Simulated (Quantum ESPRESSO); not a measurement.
Mg3ClFS2, one run as intended and one with a planted mistake

A calculation, not a measurement. The program is pw.x of Quantum ESPRESSO 7.5 (plane-wave density functional theory). The cell is made up: 7 atoms on a zincblende/diamond lattice with one site empty, with randomly drawn elements, strain and displacements, not relaxed. PseudoDojo standard norm-conserving files (v0.5 for PBE, v0.4.1 for LDA and PBEsol) set the functional; there is no spin polarisation, spin-orbit coupling or dispersion term, and the masses in the input are unused placeholders.

Intended input:

```
&control calculation='scf', pseudo_dir='./dojo.nc.sr.pbe.v0_5.standard.upf', outdir='./o', disk_io='medium', tprnfor=.true., tstress=.true. /
&system ibrav=0, nat=7, ntyp=4, nbnd=34, ecutwfc=84.00895049, nosym=.true., tot_charge=0,
 occupations='smearing', smearing='fd', degauss=0.0018374661
/
&electrons conv_thr=7.350e-09, electron_maxstep=60, /
ATOMIC_SPECIES
Cl 1.0 Cl.upf
F 1.0 F.upf
Mg 1.0 Mg.upf
S 1.0 S.upf
CELL_PARAMETERS angstrom
5.375 0.0339 -0.0441
0.0339 5.3245 0.019
-0.0441 0.019 5.2521
ATOMIC_POSITIONS angstrom
Mg 0.0827 0.1981 0.0642
Mg -0.0074 2.6814 2.5849
Mg 2.7053 2.6945 -0.1563
Cl 1.3823 1.4068 1.3809
F 1.3656 4.108 3.9981
S 4.0965 1.3115 3.9753
S 4.0867 4.0771 1.3863
K_POINTS automatic
4 4 4 1 1 1
```

The log is shortened where brackets say so; the opening notice, blank lines, dates and the lines on written files are dropped, and the path of the files is cut. It prints rydbergs, bohrs and kilobars, and counts compression as positive stress. Where no state is partly filled, the Fermi energy that it prints is only some level between the filled and the empty states on the mesh, and need not lie in the true gap.

Log of the intended run:

```
     Program PWSCF v.7.5
     Parallel version (MPI & OpenMP), running on       1 processor cores
     Number of MPI processes:                 1
     Threads/MPI process:                     1
     [start-up lines left out]
     bravais-lattice index     =            0
     lattice parameter (alat)  =      10.1578  a.u.
     unit-cell volume          =    1014.2237 (a.u.)^3
     number of atoms/cell      =            7
     number of atomic types    =            4
     number of electrons       =        56.00
     number of Kohn-Sham states=           34
     kinetic-energy cutoff     =      84.0090  Ry
     charge density cutoff     =     336.0358  Ry
     scf convergence threshold =      7.3E-09
     mixing beta               =       0.7000
     number of iterations used =            8  plain     mixing
     Exchange-correlation= PBE
                           (   1   4   3   4   0   0   0)
     [axes and pseudopotential details left out]
   Cartesian axes
     site n.     atom                  positions (alat units)
         1        Mg     tau(   1) = (   0.0153852   0.0368538   0.0119435  )
         2        Mg     tau(   2) = (  -0.0013767   0.4988384   0.4808859  )
         3        Mg     tau(   3) = (   0.5032847   0.5012755  -0.0290775  )
         4        Cl     tau(   4) = (   0.2571583   0.2617162   0.2568979  )
         5        F      tau(   5) = (   0.2540515   0.7642381   0.7437927  )
         6        S      tau(   6) = (   0.7620987   0.2439869   0.7395511  )
         7        S      tau(   7) = (   0.7602756   0.7584896   0.2579025  )
     number of k points=    32  Fermi-Dirac smearing, width (Ry)=  0.0018
                       cart. coord. in units 2pi/alat
        k(    1) = (   0.1252733   0.1249361   0.1285318), wk =   0.0625000
        k(    2) = (   0.1273786   0.1240096   0.3844165), wk =   0.0625000
     [further k points left out]
     Dense  grid:   105475 G-vectors     FFT dimensions: (  60,  60,  60)
     Estimated max dynamical RAM per process >     127.01 MB
     Initial potential from superposition of free atoms
     starting charge      55.9975, renormalised to      56.0000
     Starting wfcs are   31 randomized atomic wfcs +    3 random wfcs
     total cpu time spent up to now is        7.4 secs
     per-process dynamical memory:    88.8 Mb
     Self-consistent Calculation
     iteration #  1     ecut=    84.01 Ry     beta= 0.70
     Davidson diagonalization with overlap
     ethr =  1.00E-02,  avg # of iterations =  6.5
     total cpu time spent up to now is       26.9 secs
     total energy              =    -482.86255304 Ry
     estimated scf accuracy    <       0.67579735 Ry
     iteration #  2     ecut=    84.01 Ry     beta= 0.70
     Davidson diagonalization with overlap
     ethr =  1.21E-03,  avg # of iterations =  2.8
     total cpu time spent up to now is       40.6 secs
     total energy              =    -483.01461272 Ry
     estimated scf accuracy    <       0.39696119 Ry
     [iterations 3 to 8 left out]
     iteration #  9     ecut=    84.01 Ry     beta= 0.70
     Davidson diagonalization with overlap
     ethr =  2.58E-10,  avg # of iterations =  2.5
     total cpu time spent up to now is      162.8 secs
     total energy              =    -483.10979582 Ry
     estimated scf accuracy    <          9.9E-09 Ry
     iteration # 10     ecut=    84.01 Ry     beta= 0.70
     Davidson diagonalization with overlap
     ethr =  1.76E-11,  avg # of iterations =  2.1
     total cpu time spent up to now is      183.8 secs
     End of self-consistent calculation
     [lines on levels left out]
     the Fermi energy is     4.4058 ev
!    total energy              =    -483.10979582 Ry
     estimated scf accuracy    <          1.4E-09 Ry
     smearing contrib. (-TS)   =      -0.00000000 Ry
     internal energy E=F+TS    =    -483.10979582 Ry
     The total energy is F=E-TS. E is the sum of the following terms:
     one-electron contribution =    -356.09455963 Ry
     hartree contribution      =     181.49549063 Ry
     xc contribution           =     -80.58252201 Ry
     ewald contribution        =    -227.92820482 Ry
     convergence has been achieved in  10 iterations
     Forces acting on atoms (cartesian axes, Ry/au):
     atom    1 type  3   force =     0.01321216   -0.12415731    0.00716071
     atom    2 type  3   force =    -0.00301695    0.02677892    0.07289345
     atom    3 type  3   force =     0.01107028    0.07262266   -0.00473394
     atom    4 type  1   force =     0.07329109   -0.00713581    0.01687951
     atom    5 type  2   force =    -0.01328742   -0.03865116    0.03023410
     atom    6 type  4   force =    -0.04582725    0.03459089   -0.07857153
     atom    7 type  4   force =    -0.03544190    0.03595181   -0.04386230
     Total force =     0.222113     Total SCF correction =     0.000078
     Computing stress (Cartesian axis) and pressure
          total   stress  (Ry/bohr**3)                   (kbar)     P=       54.10
   0.00029838  -0.00019127   0.00013808           43.89      -28.14       20.31
  -0.00019127   0.00036035  -0.00009305          -28.14       53.01      -13.69
   0.00013808  -0.00009305   0.00044448           20.31      -13.69       65.39
     init_run     :      7.04s CPU      7.23s WALL (       1 calls)
     electrons    :    168.42s CPU    176.45s WALL (       1 calls)
     forces       :      3.49s CPU      3.54s WALL (       1 calls)
     stress       :     13.27s CPU     13.36s WALL (       1 calls)
     [timing details left out]
     PWSCF        :   3m12.45s CPU   3m20.96s WALL
     JOB DONE.
```

A second run has one planted mistake: the files are those of another functional. The input lines that differ, file-writing options aside:

```
- &control calculation='scf', pseudo_dir='./dojo.nc.sr.pbe.v0_5.standard.upf', outdir='./o', disk_io='medium', tprnfor=.true., tstress=.true. /
+ &control calculation='scf', pseudo_dir='./dojo.nc.sr.lda.v0_4_1.standard.upf', outdir='./o', disk_io='medium', tprnfor=.true., tstress=.true. /
```

Its log:

```
     Program PWSCF v.7.5
     Parallel version (MPI & OpenMP), running on       1 processor cores
     Number of MPI processes:                 1
     Threads/MPI process:                     1
     [start-up lines left out]
     bravais-lattice index     =            0
     lattice parameter (alat)  =      10.1578  a.u.
     unit-cell volume          =    1014.2237 (a.u.)^3
     number of atoms/cell      =            7
     number of atomic types    =            4
     number of electrons       =        56.00
     number of Kohn-Sham states=           34
     kinetic-energy cutoff     =      84.0090  Ry
     charge density cutoff     =     336.0358  Ry
     scf convergence threshold =      7.3E-09
     mixing beta               =       0.7000
     number of iterations used =            8  plain     mixing
     Exchange-correlation= SLA  PW   NOGX NOGC
                           (   1   4   0   0   0   0   0)
     [axes and pseudopotential details left out]
   Cartesian axes
     site n.     atom                  positions (alat units)
         1        Mg     tau(   1) = (   0.0153852   0.0368538   0.0119435  )
         2        Mg     tau(   2) = (  -0.0013767   0.4988384   0.4808859  )
         3        Mg     tau(   3) = (   0.5032847   0.5012755  -0.0290775  )
         4        Cl     tau(   4) = (   0.2571583   0.2617162   0.2568979  )
         5        F      tau(   5) = (   0.2540515   0.7642381   0.7437927  )
         6        S      tau(   6) = (   0.7620987   0.2439869   0.7395511  )
         7        S      tau(   7) = (   0.7602756   0.7584896   0.2579025  )
     number of k points=    32  Fermi-Dirac smearing, width (Ry)=  0.0018
                       cart. coord. in units 2pi/alat
        k(    1) = (   0.1252733   0.1249361   0.1285318), wk =   0.0625000
        k(    2) = (   0.1273786   0.1240096   0.3844165), wk =   0.0625000
     [further k points left out]
     Dense  grid:   105475 G-vectors     FFT dimensions: (  60,  60,  60)
     Estimated max dynamical RAM per process >     127.01 MB
     Initial potential from superposition of free atoms
     starting charge      55.9978, renormalised to      56.0000
     Starting wfcs are   31 randomized atomic wfcs +    3 random wfcs
     total cpu time spent up to now is        7.4 secs
     per-process dynamical memory:    88.8 Mb
     Self-consistent Calculation
     iteration #  1     ecut=    84.01 Ry     beta= 0.70
     Davidson diagonalization with overlap
     ethr =  1.00E-02,  avg # of iterations =  6.4
     total cpu time spent up to now is       31.2 secs
     total energy              =    -482.23281801 Ry
     estimated scf accuracy    <       0.64216642 Ry
     iteration #  2     ecut=    84.01 Ry     beta= 0.70
     Davidson diagonalization with overlap
     ethr =  1.15E-03,  avg # of iterations =  2.7
     total cpu time spent up to now is       54.1 secs
     total energy              =    -482.37632063 Ry
     estimated scf accuracy    <       0.41894543 Ry
     [iterations 3 to 8 left out]
     iteration #  9     ecut=    84.01 Ry     beta= 0.70
     Davidson diagonalization with overlap
     ethr =  1.37E-10,  avg # of iterations =  2.8
     total cpu time spent up to now is      187.2 secs
     total energy              =    -482.47516835 Ry
     estimated scf accuracy    <          7.8E-09 Ry
     iteration # 10     ecut=    84.01 Ry     beta= 0.70
     Davidson diagonalization with overlap
     ethr =  1.39E-11,  avg # of iterations =  2.0
     total cpu time spent up to now is      201.8 secs
     End of self-consistent calculation
     [lines on levels left out]
     the Fermi energy is     4.6551 ev
!    total energy              =    -482.47516835 Ry
     estimated scf accuracy    <          1.2E-09 Ry
     smearing contrib. (-TS)   =      -0.00000000 Ry
     internal energy E=F+TS    =    -482.47516835 Ry
     The total energy is F=E-TS. E is the sum of the following terms:
     one-electron contribution =    -356.40541573 Ry
     hartree contribution      =     180.65866620 Ry
     xc contribution           =     -78.80021400 Ry
     ewald contribution        =    -227.92820482 Ry
     convergence has been achieved in  10 iterations
     Forces acting on atoms (cartesian axes, Ry/au):
     atom    1 type  3   force =     0.01260906   -0.11897952    0.00622812
     atom    2 type  3   force =    -0.00313260    0.02581719    0.06948934
     atom    3 type  3   force =     0.00963544    0.07134440   -0.00488554
     atom    4 type  1   force =     0.06662900   -0.00484502    0.01320725
     atom    5 type  2   force =    -0.01401388   -0.04089462    0.03300785
     atom    6 type  4   force =    -0.04102839    0.03501572   -0.07346648
     atom    7 type  4   force =    -0.03069863    0.03254186   -0.04358055
     Total force =     0.211822     Total SCF correction =     0.000076
     Computing stress (Cartesian axis) and pressure
          total   stress  (Ry/bohr**3)                   (kbar)     P=       19.18
   0.00005959  -0.00017297   0.00012876            8.77      -25.44       18.94
  -0.00017297   0.00012325  -0.00008771          -25.44       18.13      -12.90
   0.00012876  -0.00008771   0.00020833           18.94      -12.90       30.65
     init_run     :      7.11s CPU      7.30s WALL (       1 calls)
     electrons    :    185.17s CPU    194.40s WALL (       1 calls)
     forces       :      2.43s CPU      2.48s WALL (       1 calls)
     stress       :     12.24s CPU     12.38s WALL (       1 calls)
     [timing details left out]
     PWSCF        :   3m27.13s CPU   3m36.92s WALL
     JOB DONE.
```

```
                                            intended run  run with the mistake
                          free energy (eV)     -6573.044             -6564.409
                    smearing term -TS (eV)        0.0000                0.0000
                            pressure (GPa)          5.41                  1.92
            largest force component (eV/Å)         3.192                 3.059
largest change of a force component (eV/Å)                               0.171
                                iterations            10                    10
```

For scale, a rerun of the intended cell at 1437 eV and a 6 x 6 x 6 mesh moved values by no more than 0.003 eV in energy, 0.02 GPa in stress and 0.011 eV/Å in force. Files of another functional have another zero of energy, so the energy change says nothing on stability.